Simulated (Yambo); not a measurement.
Here is the system:

```
N
1.0
    3.79928     0.00000     0.00000
   -1.89964     3.29027     0.00000
    0.00000     0.00000     7.41958
N
4
Direct
  0.33333   0.66667   0.32434
  0.66667   0.33333   0.67566
  0.66667   0.33333   0.82434
  0.33333   0.66667   0.17566
```

Workflow: PBEsol (Quantum ESPRESSO, PseudoDojo norm-conserving, 84 Ry, without SOC), then G0W0 in Yambo (3×3×2 Γ-centred k mesh, 184 bands and a 8 Ry block in the screening, 184 bands in G with the Bruneval-Gonze terminator, plasmon pole fitted at 27.2 eV).

Q: Give the PBEsol and G0W0 gaps between the band edges found on this mesh, and say where the edges lie.

A: Edges: Γ → K. PBEsol: 7.08 eV; G0W0: 13.54 eV. The mesh misses an edge: along a dense path the PBEsol gap is 7.02 eV. Nearest settings tried, and what they do to the gap: 113 bands in G: +9 meV; 113 bands in W, 113 bands in G: +25 meV; 7 Ry block (185 vectors against 259): -12 meV; 3×3×1 mesh: +82 meV. So the settings aren't converged at that level. The k mesh is coarse. 

Geometry relaxed with PBE+D3(BJ).

The structure is a Materials Project entry; no match was found in the copy of COD used, and its stability was not checked.
